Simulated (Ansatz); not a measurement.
An Ansatz (a program for electronic structure) run. Input:

Ansatz 0.2 input:
```yaml
crystal:
  lattice:
    - [3.3919972195, 0.0, 0.0]
    - [0.0, 3.3919972195, 0.0]
    - [0.0, 0.0, 3.3919972195]
  atoms:
    - { symbol: Pt, position: [0.0, 0.0, 0.0] }
    - { symbol: Te, position: [0.5, 0.5, 0.5] }
kpoints:
  mp_grid: { grid: [12, 12, 12] }
hamiltonian:
  xc: pbesol
  pseudopotentials: { kind: paw }
scf:
  occupations: { method: fermi_dirac, width: 0.1 }
phonons:
  method: dfpt
  response_accuracy: low
  eigenvectors: true
  rigid_motions: translations
```

Output (shortened):

```
Pseudopotential: Pt, paw, valence charge 18
Pseudopotential: Te, paw, valence charge 16
Functional definition: PBEsol
Crystal: 2 atoms, lattice volume = 39.027 Å³
Basis set: ecut = 420 eV, 751 PW (Γ), exchange–correlation on 48×48×48 points (8 copies of the dense FFT grid, shifted against one another)
Bands: 21, of which v1, the nominal top of the filled ones, is band 17 counted from 1 (16 counted from 0)
Symmetry: 48 space group operations
k-points: 196 of 1728 (irreducible under 8 space group operations, time reversal used)
SCF iter   1: F=—  HF=-19285.062397 eV  |F-HF|=—  |Δ(HF+E_count)|=         —  Δρ=6.00e-3  dr2=1.99e-2  ethr=1.77e-3  ⟨swp⟩=5.2  Hψ=18055  notcnv=0
preconditioner: auto → Kerker (q_TF=auto, 2.666 Å⁻¹)
SCF iter   2: F=—  HF=-19285.058219 eV  |F-HF|=—  |Δ(HF+E_count)|=   4.18e-3  Δρ=1.96e-3  dr2=1.29e-3  ethr=5.84e-5  ⟨swp⟩=1.9  Hψ=6564  notcnv=0
SCF iter   3: F=—  HF=-19285.058076 eV  |F-HF|=—  |Δ(HF+E_count)|=   1.43e-4  Δρ=7.52e-4  dr2=8.36e-5  ethr=3.79e-6  ⟨swp⟩=2.2  Hψ=5663  notcnv=0
SCF iter   4: F=—  HF=-19285.058102 eV  |F-HF|=—  |Δ(HF+E_count)|=   2.61e-5  Δρ=8.31e-5  dr2=1.31e-6  ethr=2.46e-7  ⟨swp⟩=2.5  Hψ=6580  notcnv=0
SCF iter   5: F=—  HF=-19285.058107 eV  |F-HF|=—  |Δ(HF+E_count)|=   5.29e-6  Δρ=2.38e-5  dr2=1.47e-7  ethr=3.86e-9  ⟨swp⟩=2.3  Hψ=6089  notcnv=0
SCF iter   6: F=—  HF=-19285.058107 eV  |F-HF|=—  |Δ(HF+E_count)|=   1.87e-8  Δρ=3.82e-6  dr2=6.56e-9  ethr=4.32e-10  ⟨swp⟩=2.4  Hψ=6736  notcnv=0
SCF iter   7: F=—  HF=-19285.058107 eV  |F-HF|=—  |Δ(HF+E_count)|=  6.84e-10  Δρ=8.44e-7  dr2=2.21e-10  ethr=1.93e-11  ⟨swp⟩=2.6  Hψ=6927  notcnv=0
SCF iter   8: F=-19285.058107 eV  HF=-19285.058107 eV  |F-HF|=0.00e0  |Δ(HF+E_count)|=    0.00e0  Δρ=1.24e-7  dr2=3.53e-12  ethr=1.00e-12  ⟨swp⟩=5.1  Hψ=19845  notcnv=0
SCF 1 converged in 8 iterations: F = -19285.058107 eV  dr2 = 3.53e-12
DFPT response loops at Γ: preconditioner auto → Kerker (q_TF=auto, 2.666 Å⁻¹) (partly filled bands, converged f_vac=0.000) …
SCF converged after 8 iterations
Free energy (F): -19285.058107 eV
Harris-Foulkes:  -19285.058107 eV  (|F-HF|=0.00e0)
Internal energy: -19285.027899 eV  (E = F + TS)
E sigma→0 (E₀):  -19285.043003 eV
Entropy (-TS):   -0.030208 eV (-15.104 meV/atom)
Fermi energy:    18.167973 eV
--- Per-component energies (eV) ---
  E_band       = -353.431757
  E_kinetic    = 822.075367
  E_local      = -2496.582143  (includes V_loc(G=0)·N_el)
  E_nonlocal   = -103.571099
  E_hartree    = 1251.991556
  E_xc         = -384.806138
  E_vxc        = -407.943241  (∫ρ·V_xc dr)
  E_paw        = -13901.335511  (= ΣΔE_a)
  E_vpaw       = -671.393780  (= ΣTr[D̂ρ^β])
  E_aug_tail   = -0.000058  (compensation charges beyond the density's cutoff)
  E_ewald      = -4473.461669
  E_core_change = 0.661796  (= ΣΔE_core)
  E_smearing   = -0.030208  (= −TS)
  E_closure    = 0.000000  (closes the sum)
  Σ components = -19285.058107   (vs F -19285.058107, Δ=0.00e0)
  [band-id]    e_kinetic+e_local+e_nonlocal+2·e_hartree+e_vxc+e_vpaw+e_augmentation_tail = -353.431841   (vs E_band -353.431757, Δ=-8.42e-5)
--- Band table (eV; the first three rows and the last of 196) ---
  k-point 0: bands = ["-80.2565", "-34.4717", "-34.4717", "-34.4717", "-19.9228", "-19.9228", "-19.8820", "-19.8820", "-19.8820", "3.2408", "13.6034", "13.6034", "15.5427", "15.5427", "15.5427", "16.7740", "16.7740", "16.7740", "18.8389", "25.1517", "25.1517"]…
  k-point 1: bands = ["-80.2565", "-34.4733", "-34.4715", "-34.4715", "-19.9227", "-19.9207", "-19.8824", "-19.8824", "-19.8819", "3.3255", "13.4943", "13.6262", "15.2549", "15.2549", "15.5466", "16.1047", "17.1514", "17.1514", "19.5606", "25.0122", "25.4855"]…
  k-point 2: bands = ["-80.2564", "-34.4777", "-34.4712", "-34.4712", "-19.9225", "-19.9149", "-19.8837", "-19.8837", "-19.8817", "3.5739", "12.9065", "13.6896", "14.7796", "14.7796", "15.4896", "15.5575", "17.8949", "17.8949", "20.5557", "24.6474", "26.4805"]…
  k-point 195: bands = ["-80.2552", "-34.4914", "-34.4914", "-34.4914", "-19.8965", "-19.8965", "-19.8965", "-19.8743", "-19.8743", "7.8716", "11.1451", "11.1451", "11.1451", "16.4951", "16.4951", "19.0816", "19.0816", "19.0816", "19.4411", "19.4411", "19.4411"]
--- Phonons (Γ-DFPT): 2 representative perturbations + reference, on 196 of 1728 k-points (Σ response iterations 5) ---
  ASR residual: 1.244e-3 → 0.000e0 eV/Å²; symmetrization residual: 5.595e-5 eV/Å²
  ASR residual per site (eV/Å²): 1.24e-3 1.73e-4
  Γ frequencies (cm⁻¹): 0.00 0.00 0.00 42.15 42.15 42.15
  non-analytic LO–TO correction: not included (Born effective charges unavailable; polar crystals: no LO–TO splitting at Γ)
```

Cost: very roughly 40 core-seconds on shared cores.

Space group Pm-3m (CsCl type). The start of the workflow was typed in or built on a structure type; neither database checked (COD, Materials Project) lists it. COD files the formula under space group No. 166, 194. Whether it is the stable phase at ambient conditions was not checked. The PBEsol relaxation kept the symmetry of its start; whether a distortion lowers the energy is not shown. No spin polarisation was allowed. As this level gives no gap, phonon frequencies hold no LO–TO term and depend on the k-mesh and smearing (Fermi–Dirac, 0.1 eV here). Spin–orbit coupling is left out wherever it is not named.

Potentials: the later of the program's two PAW sets.

Ansatz is a plane-wave DFT program.
